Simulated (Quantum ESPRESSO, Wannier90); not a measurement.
**Wannier functions of Se (P3₁21)**

Cell from Materials Project (mp-14), symmetrised, no further relaxation. COD (Crystallography Open Database) has the formula in 4 space groups, this one among them (matched by group alone). Level: PBEsol, no spin polarisation, no spin-orbit coupling; pw.x of Quantum ESPRESSO at 69 Ry with PseudoDojo potentials, 6×6×6 k-points, Wannier90. Density: 12×12×6 mesh, cold smearing 0.01 Ry. The cell is built of weakly bound layers, chains or molecules, whose nearest atoms lie 3.56 Å apart. Database cells relaxed without dispersion often hold them too far apart, which can enlarge gaps and weakens couplings between them; spacing and stacking were not compared with the measured crystal. Spin-orbit coupling, left out, would split the p-like bands by a few tenths of an eV.

On the energy scale of pw.x, whose zero is arbitrary, the valence-band maximum lies at 6.34 eV.

Input w.win:

```
num_bands = 21
num_wann = 12
exclude_bands = 1-15
num_iter = 800
conv_tol = 1.0e-7
conv_window = 4
dis_num_iter = 1000
dis_conv_tol = 1.0e-7
dis_froz_max = 8.88
num_cg_steps = 100
write_hr = true
write_u_matrices = true
begin projections
Se: s;p
end projections
begin unit_cell_cart
ang
    4.5048201908    0.0000000000    0.0000000000
   -2.2524100954    3.9012887247    0.0000000000
    0.0000000000    0.0000000000    4.9788000000
end unit_cell_cart
begin atoms_frac
Se   0.2178900000  0.0000000000  0.3333333333
Se   0.0000000000  0.2178900000 -0.3333333333
Se  -0.2178900000 -0.2178900000  0.0000000000
end atoms_frac
mp_grid = 6 6 6
begin kpoints
0.0000000000 0.0000000000 0.0000000000
0.0000000000 0.0000000000 0.1666666667
0.0000000000 0.0000000000 0.3333333333
... (213 more lines: the 6x6x6 mesh through Gamma)
end kpoints
```

Input of pw2wannier90.x that gives the overlap and projection files (equivalent; here they were cut from one run over all bands):

```
&inputpp
  outdir = './out'
  prefix = 'pwscf'
  seedname = 'w'
  write_amn = .true.
  write_mmn = .true.
/
```

Output w.wout (banner and timings cut):

```
                                    ------
                                    SYSTEM
                                    ------

                              Lattice Vectors (Ang)
                    a_1     4.504820   0.000000   0.000000
                    a_2    -2.252410   3.901289   0.000000
                    a_3     0.000000   0.000000   4.978800

                   Unit Cell Volume:      87.50044  (Ang^3)

                        Reciprocal-Space Vectors (Ang^-1)
                    b_1     1.394769   0.805270  -0.000000
                    b_2     0.000000   1.610541   0.000000
                    b_3     0.000000  -0.000000   1.261988

 *----------------------------------------------------------------------------*
 |   Site       Fractional Coordinate          Cartesian Coordinate (Ang)     |
 +----------------------------------------------------------------------------+
 | se   1   0.21789   0.00000   0.33333   |    0.98156   0.00000   1.65960    |
 | se   2   0.00000   0.21789  -0.33333   |   -0.49078   0.85005  -1.65960    |
 | se   3  -0.21789  -0.21789   0.00000   |   -0.49078  -0.85005   0.00000    |
 *----------------------------------------------------------------------------*
                                ------------
                                K-POINT GRID
                                ------------

             Grid size =  6 x  6 x  6      Total points =  216

 *---------------------------------- MAIN ------------------------------------*
 |  Number of Wannier Functions               :                12             |
 |  Number of Objective Wannier Functions     :                12             |
 |  Number of input Bloch states              :                21             |
 |  Output verbosity (1=low, 5=high)          :                 1             |
 |  Timing Level (1=low, 5=high)              :                 1             |
 |  Optimisation (0=memory, 3=speed)          :                 3             |
 |  Length Unit                               :               Ang             |
 |  Post-processing setup (write *.nnkp)      :                 F             |
 |  Using Gamma-only branch of algorithms     :                 F             |
 *----------------------------------------------------------------------------*
 *------------------------------- WANNIERISE ---------------------------------*
 |  Total number of iterations                :               800             |
 |  Number of CG steps before reset           :               100             |
 |  Trial step length for line search         :             2.000             |
 |  Convergence tolerence                     :         0.100E-06             |
 |  Convergence window                        :                 4             |
 |  Iterations between writing output         :                 1             |
 |  Iterations between backing up to disk     :               100             |
 |  Write r^2_nm to file                      :                 F             |
 |  Write xyz WF centres to file              :                 F             |
 |  Write on-site energies <0n|H|0n> to file  :                 F             |
 |  Use guiding centre to control phases      :                 F             |
 |  Use phases for initial projections        :                 F             |
 *----------------------------------------------------------------------------*
 *------------------------------- DISENTANGLE --------------------------------*
 |  Using band disentanglement                :                 T             |
 |  Total number of iterations                :              1000             |
 |  Mixing ratio                              :             0.500             |
 |  Convergence tolerence                     :         1.000E-07             |
 |  Convergence window                        :                 3             |
 *----------------------------------------------------------------------------*
 *-------------------------------- PLOTTING ----------------------------------*
 |  Plotting Hamiltonian in WF basis          :                 T             |
 *----------------------------------------------------------------------------*

 *---------------------------------- K-MESH ----------------------------------*
 +----------------------------------------------------------------------------+
 |                    Distance to Nearest-Neighbour Shells                    |
 |                    ------------------------------------                    |
 |          Shell             Distance (Ang^-1)          Multiplicity         |
 |          -----             -----------------          ------------         |
 |             1                   0.210331                      2            |
 |             2                   0.268423                      6            |
 |             3                   0.341014                     12            |
 |             4                   0.420663                      2            |
 |             5                   0.464923                      6            |
 |             6                   0.499007                     12            |
 |             7                   0.510287                     12            |
 |             8                   0.536847                      6            |
       ... (lines left out)
 +----------------------------------------------------------------------------+
 | The b-vectors are chosen automatically                                     |
 | The following shells are used:                       1,  2                 |
 +----------------------------------------------------------------------------+
 |                        Shell   # Nearest-Neighbours                        |
 |                        -----   --------------------                        |
 |                          1               2                                 |
 |                          2               6                                 |
 +----------------------------------------------------------------------------+
 | Completeness relation is fully satisfied [Eq. (B1), PRB 56, 12847 (1997)]  |
 +----------------------------------------------------------------------------+
 |                  b_k Vectors (Ang^-1) and Weights (Ang^2)                  |
 |                  ----------------------------------------                  |
 |            No.         b_k(x)      b_k(y)      b_k(z)        w_b           |
 |            ---        --------------------------------     --------        |
 |             1         0.000000    0.000000    0.210331    11.302178        |
 |             2         0.000000    0.000000   -0.210331    11.302178        |
 |             3         0.000000    0.268423    0.000000     4.626342        |
 |             4         0.232462    0.134212    0.000000     4.626342        |
 |             5         0.000000   -0.268423    0.000000     4.626342        |
 |             6         0.232462   -0.134212    0.000000     4.626342        |
 |             7        -0.232462   -0.134212    0.000000     4.626342        |
 |             8        -0.232462    0.134212    0.000000     4.626342        |
 +----------------------------------------------------------------------------+
 |                           b_k Directions (Ang^-1)                          |
 |                           -----------------------                          |
 |            No.           x           y           z                         |
 |            ---        --------------------------------                     |
 |             1         0.000000    0.000000    0.210331                     |
 |             2         0.000000    0.268423    0.000000                     |
 |             3         0.232462    0.134212    0.000000                     |
 |             4         0.232462   -0.134212    0.000000                     |
 +----------------------------------------------------------------------------+

 Starting a new Wannier90 calculation ...

 Reading overlaps from w.mmn

 Reading projections from w.amn

 *------------------------------- DISENTANGLE --------------------------------*
 +----------------------------------------------------------------------------+
 |                              Energy  Windows                               |
 |                              ---------------                               |
 |                   Outer:   -9.28098  to   19.66025  (eV)                   |
 |                   Inner:   -9.28098  to    8.88000  (eV)                   |
 +----------------------------------------------------------------------------+
   Number of target bands to extract:   12

                   Unitarised projection of Wannier functions
                   ------------------------------------------
   A_mn = <psi_m|g_n> --> S = A.A^+ --> U = S^-1/2.A
   In dis_project... done
   Using an inner window (linner = T)
   In dis_proj_froz... done

                   Extraction of optimally-connected subspace
                   ------------------------------------------
 +---------------------------------------------------------------------+<-- DIS
 |  Iter     Omega_I(i-1)      Omega_I(i)      Delta (frac.)           |<-- DIS
 +---------------------------------------------------------------------+<-- DIS
       1      16.02009375      15.09196416       6.150E-02    <-- DIS
       2      15.14941972      14.89947342       1.678E-02    <-- DIS
       3      14.94835906      14.78571598       1.100E-02    <-- DIS
       4      14.81395785      14.71459661       6.753E-03    <-- DIS
       5      14.72647560      14.66889141       3.926E-03    <-- DIS
       6      14.67025323      14.63891759       2.141E-03    <-- DIS
       ... (lines left out)
      65      14.57387127      14.57387269      -9.731E-08    <-- DIS
      66      14.57387147      14.57387269      -8.404E-08    <-- DIS
      67      14.57387163      14.57387269      -7.262E-08    <-- DIS

             <<<      Delta < 1.000E-07  over  3 iterations     >>>
             <<< Disentanglement convergence criteria satisfied >>>

        Final Omega_I    14.57387269 (Ang^2)

 +----------------------------------------------------------------------------+

 Writing checkpoint file w.chk... done

 *------------------------------- WANNIERISE ---------------------------------*
 +--------------------------------------------------------------------+<-- CONV
 | Iter  Delta Spread     RMS Gradient      Spread (Ang^2)            |<-- CONV
 +--------------------------------------------------------------------+<-- CONV

 ------------------------------------------------------------------------------
 Initial State
  WF centre and spread    1  (  0.974263, -0.000000,  1.659584 )     1.08123384
  WF centre and spread    2  (  1.018341,  0.000000,  1.659617 )     2.02043902
  WF centre and spread    3  (  1.027443, -0.000000,  1.659600 )     2.04022761
  WF centre and spread    4  (  0.971171,  0.000000,  1.659600 )     1.83525797
  WF centre and spread    5  ( -0.487132,  0.843737, -1.659584 )     1.08123383
  WF centre and spread    6  ( -0.509170,  0.881909, -1.659617 )     2.02043897
  WF centre and spread    7  ( -0.526695,  0.833644, -1.630276 )     1.88480837
  WF centre and spread    8  ( -0.472741,  0.897287, -1.688971 )     1.98729354
  WF centre and spread    9  ( -0.487131, -0.843736, -0.000000 )     1.08123896
  WF centre and spread   10  ( -0.509170, -0.881909, -0.000000 )     2.02044115
  WF centre and spread   11  ( -0.526696, -0.833644, -0.029324 )     1.88481476
  WF centre and spread   12  ( -0.472741, -0.897288,  0.029371 )     1.98730379
  Sum of centres and spreads ( -0.000258,  0.000000, -0.000000 )    20.92473182

      0     0.209E+02     0.0000000000       20.9247318101  <-- CONV
        O_D=      0.0153012 O_OD=      6.3355579 O_TOT=     20.9247318 <-- SPRD
 ------------------------------------------------------------------------------
      1    -0.655E-01     0.1877609292       20.8592585130  <-- CONV
        O_D=      0.0148336 O_OD=      6.2705522 O_TOT=     20.8592585 <-- SPRD
      2    -0.631E-01     0.2320698915       20.7961855529  <-- CONV
        O_D=      0.0146176 O_OD=      6.2076953 O_TOT=     20.7961856 <-- SPRD
      3    -0.374E-01     0.1913803582       20.7587940572  <-- CONV
        O_D=      0.0142960 O_OD=      6.1706254 O_TOT=     20.7587941 <-- SPRD
      4    -0.198E-01     0.1425033460       20.7389832979  <-- CONV
        O_D=      0.0137879 O_OD=      6.1513227 O_TOT=     20.7389833 <-- SPRD
      5    -0.850E-02     0.0985715116       20.7304820492  <-- CONV
        O_D=      0.0132040 O_OD=      6.1434054 O_TOT=     20.7304820 <-- SPRD
       ... (lines left out)
    100    -0.350E-02     0.0871858157       18.0680243145  <-- CONV
        O_D=      0.0133136 O_OD=      3.4808380 O_TOT=     18.0680243 <-- SPRD
       ... (lines left out)
    200    -0.564E-03     0.0232432833       17.4366446596  <-- CONV
        O_D=      0.0170946 O_OD=      2.8456774 O_TOT=     17.4366447 <-- SPRD
       ... (lines left out)
    300    -0.391E-06     0.0006010746       17.4226738756  <-- CONV
        O_D=      0.0171866 O_OD=      2.8316146 O_TOT=     17.4226739 <-- SPRD
       ... (lines left out)
    313    -0.525E-07     0.0002174594       17.4226721369  <-- CONV
        O_D=      0.0171863 O_OD=      2.8316131 O_TOT=     17.4226721 <-- SPRD
    314    -0.290E-07     0.0001718638       17.4226721079  <-- CONV
        O_D=      0.0171863 O_OD=      2.8316132 O_TOT=     17.4226721 <-- SPRD
    315    -0.181E-07     0.0001574357       17.4226720898  <-- CONV
        O_D=      0.0171862 O_OD=      2.8316132 O_TOT=     17.4226721 <-- SPRD
             <<<     Delta < 1.000E-07  over  4 iterations     >>>
             <<< Wannierisation convergence criteria satisfied >>>
 Final State
  WF centre and spread    1  (  0.690069,  0.352090,  1.470462 )     1.45820312
  WF centre and spread    2  (  1.312057,  0.228442,  2.076392 )     1.44564648
  WF centre and spread    3  (  1.312101, -0.228374,  1.242776 )     1.44560921
  WF centre and spread    4  (  0.690123, -0.352158,  1.848771 )     1.45813295
  WF centre and spread    5  ( -0.649969,  0.421572, -1.848750 )     1.45817122
  WF centre and spread    6  ( -0.040104,  0.773721, -1.470437 )     1.45816918
  WF centre and spread    7  ( -0.853868,  1.022086, -1.242797 )     1.44559239
  WF centre and spread    8  ( -0.458233,  1.250490, -2.076418 )     1.44561667
  WF centre and spread    9  ( -0.649942, -0.421558,  0.189142 )     1.45818721
  WF centre and spread   10  ( -0.040104, -0.773751, -0.189169 )     1.45814674
  WF centre and spread   11  ( -0.853882, -1.022077, -0.416797 )     1.44558319
  WF centre and spread   12  ( -0.458248, -1.250483,  0.416824 )     1.44561374
  Sum of centres and spreads (  0.000001,  0.000001, -0.000002 )    17.42267210

         Spreads (Ang^2)       Omega I      =    14.573872690
        ================       Omega D      =     0.017186223
                               Omega OD     =     2.831613177
    Final Spread (Ang^2)       Omega Total  =    17.422672090
```
